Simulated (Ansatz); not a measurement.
Relaxed-ion elastic tensor of MgSnO3 (cubic perovskite, Pm-3m) in GPa (Voigt order), DFT-LDA in the program Ansatz with PAW potentials; density 5.14 g/cm³, 12.33 Å³ per atom.

```tsv
	1	2	3	4	5	6
1	344	95.9	95.9	0.0	0.0	0.0
2	95.9	344	95.9	0.0	0.0	0.0
3	95.9	95.9	344	0.0	0.0	0.0
4	0.0	0.0	0.0	55.2	0.0	0.0
5	0.0	0.0	0.0	0.0	55.2	0.0
6	0.0	0.0	0.0	0.0	0.0	55.2
```

Q: Is the crystal mechanically stable?

A: Yes: the smallest eigenvalue of C is 55.2 GPa.

Q: Work out the Voigt, Reuss and Hill averages.

A: K_V = 179, K_R = 179, K_H = 179; G_V = 82.8, G_R = 71.0, G_H = 76.9 GPa.

Q: Give Young's modulus, Poisson's ratio, Pugh's ratio and the universal anisotropy index.

A: E = 9KG/(3K + G) = 202 GPa; ν = 0.31; K/G = 2.32 (ductile by the Pugh limit of 1.75); A_U = 5G_V/G_R + K_V/K_R − 6 = 0.83.

Q: Estimate the sound speeds and the Debye temperature.

A: v_l = √((K + 4G/3)/ρ) = 7390 m/s, v_t = √(G/ρ) = 3870 m/s, mean 4320 m/s; Θ = (h/k)(3n/4πV)^(1/3) v_m = 557 K.

Q: Give the Zener ratio and Young's modulus along [100], [110] and [111].

A: A = 2C44/(C11 − C12) = 0.44; 1/E = S11 − 2(S11 − S12 − S44/2)Γ with Γ = 0, 1/4, 1/3 gives 302, 172, 150 GPa.

The cell is a constructed one: a structure type filled with these elements; neither database checked (COD, Materials Project) lists it. Its standing as an ambient phase is unchecked. Symmetry was held in the LDA relaxation. At this level the phase is dynamically unstable (imaginary phonons). Spin–orbit coupling is left out wherever it is not named.

Potentials: the earlier of the program's two PAW sets. The files were generated under PBE; for other functionals the program regenerates the frozen cores, and for LDA and PBEsol the local potential too.
